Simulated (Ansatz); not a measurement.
**Does relaxation matter for the field gradients of ZnS with Na replacing Zn?**

Start: a supercell of ZnS (space group P6_3mc) built from an entry of the Crystallography Open Database (COD), with all atoms left at the host's positions.

Space group P31m (No. 157); a = 6.6211, c = 12.5200 Å, γ = 120.00°.

| site | Wyckoff | site symmetry | x | y | z |
| --- | --- | --- | --- | --- | --- |
| Na | 1a | 3.m | 0.0000 | 0.0000 | 0.0000 |
| Zn2 | 2b | 3.. | 0.3333 | 0.6667 | 0.0000 |
| Zn4 | 1a | 3.m | 0.0000 | 0.0000 | 0.5000 |
| Zn5 | 2b | 3.. | 0.3333 | 0.6667 | 0.5000 |
| Zn7 | 3c | ..m | 0.3333 | 0.3333 | 0.2500 |
| Zn10 | 3c | ..m | 0.3333 | 0.0000 | 0.7500 |
| S13 | 1a | 3.m | 0.0000 | 0.0000 | 0.1875 |
| S14 | 2b | 3.. | 0.3333 | 0.6667 | 0.1875 |
| S16 | 1a | 3.m | 0.0000 | 0.0000 | 0.6875 |
| S17 | 2b | 3.. | 0.3333 | 0.6667 | 0.6875 |
| S19 | 3c | ..m | 0.3333 | 0.3333 | 0.4375 |
| S22 | 3c | ..m | 0.3333 | 0.0000 | 0.9375 |

One atom of each set is listed.

The numbers come from a DFT calculation in Ansatz (PBE, plane waves and PAW, scalar-relativistic, 420 eV cutoff, Γ-centred 3×3×2 k-points, Fermi–Dirac smearing 0.01 eV, cell charge -1).

The largest force at the start is 1.9 eV/Å. Relaxing the ions at fixed cell moves them by 0.218 Å at most (atom 13, S) and 0.085 Å rms.

```csv
site,moved (Å),first shell before,first shell after,V_zz before (10²¹ V/m²),η before
Na,0.011,4 S at 2.34–2.35 Å,4 S at 2.54–2.55 Å,0.20,0.00
Zn2,0.049,4 S at 2.34–2.35 Å,4 S at 2.27–2.39 Å,1.90,0.00
Zn4,0.018,4 S at 2.34–2.35 Å,4 S at 2.34–2.35 Å,-0.28,0.00
Zn5,0.005,4 S at 2.34–2.35 Å,4 S at 2.30–2.33 Å,-0.32,0.00
Zn7,0.019,4 S at 2.34–2.35 Å,4 S at 2.29–2.36 Å,-1.04,0.57
Zn10,0.034,4 S at 2.34–2.35 Å,4 S at 2.27–2.37 Å,-1.55,0.11
S13,0.218,"3 Zn at 2.34 Å, 1 Na at 2.35 Å","3 Zn at 2.29 Å, 1 Na at 2.55 Å",-8.87,0.00
S14,0.006,4 Zn at 2.34–2.35 Å,4 Zn at 2.34–2.39 Å,-0.61,0.00
S19,0.025,4 Zn at 2.34–2.35 Å,4 Zn at 2.33–2.36 Å,-0.80,0.06
S22,0.190,"3 Zn at 2.34–2.35 Å, 1 Na at 2.34 Å","3 Zn at 2.27 Å, 1 Na at 2.54 Å",-9.38,0.34
```

(1) How do the gradients change?

## Answers

(1) 

```csv
site,V_zz after,η after,change of V_zz
Na,0.093,0.00,-0.11
Zn2,3.61,0.00,+1.71
Zn4,-0.56,0.00,-0.28
Zn5,-0.83,0.00,-0.51
Zn7,-1.70,0.18,-0.66
Zn10,-2.71,0.14,-1.16
S13,-9.82,0.00,-0.95
S14,-0.52,0.00,+0.09
S19,-1.30,0.19,-0.50
S22,-9.15,0.42,+0.23
```

The largest change of V_zz is on Zn2, from 1.90 to 3.61. In per cent, |V_zz| changes by +63 to +90 on Zn, -16 to +63 on S (all sites that start above 0.5). Where |V_zz| stays above 0.1 and the axes keep their order, η moves most on Zn7, from 0.57 to 0.18. On Zn10 V_xx and V_yy change places (or their axes turn by over 50°), so the two values of η hide a larger change. The table leaves out 2 of the 12 sites, with |V_zz| up to 0.56; their tensors move by 0.13 at most along any direction. The statements above cover all sites. The host's own positions weren't relaxed first, so part of the change far from the defect can be the host's relaxation.

The defect repeats with the cell of 24 atoms, so it feels its images: sites between two images don't show the values beside a lone defect, and zeros or small values of η there can come from the images' arrangement. S and Zn carry a gradient in the pure host already, so the values there aren't the defect's effect alone. A uniform background compensates the cell's charge.
Before: The neighbours have not yet relaxed around the defect (largest force 1.9 eV/Å), so a real crystal will differ.
After: The relaxation keeps the site symmetry 3m of the start, so the impurity can move only along its axis; a start off the site could end lower.
